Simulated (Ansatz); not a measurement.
Sc4N3O in space group Pm-3m (No. 221; Sc on 3c, Sc on 1a, O on 1b, N on 3d) under volume change, plane-wave PAW r²SCAN (Ansatz code), scaled uniformly.

| V (Å³/atom) | E − E(relaxed) (meV/atom) | P (GPa) |
|---|---|---|
| 10.229 | 70.1 | 24.04 |
| 10.567 | 29.5 | 14.76 |
| 10.904 | 7.0 | 6.82 |
| 11.241 | 0.0 | 0.01 |
| 11.578 | 6.3 | -5.82 |
| 11.916 | 23.9 | -10.82 |
| 12.253 | 51.3 | -15.10 |

Q: What does a third-order Birch–Murnaghan fit give for V₀, B₀ and B′?

A: V₀ = 11.24 Å³/atom, B₀ = 210 GPa, B′ = 4.1.

The start of the workflow was typed in or built on a structure type; neither database checked (COD, Materials Project) lists it. Its standing as an ambient phase is unchecked. Symmetry was held in the r²SCAN relaxation; its stability against distortions is not shown here. The run is not spin-polarised.

Potentials: the earlier of the program's two PAW sets. The files were generated under PBE; for other functionals the program regenerates the frozen cores, and for LDA and PBEsol the local potential too.
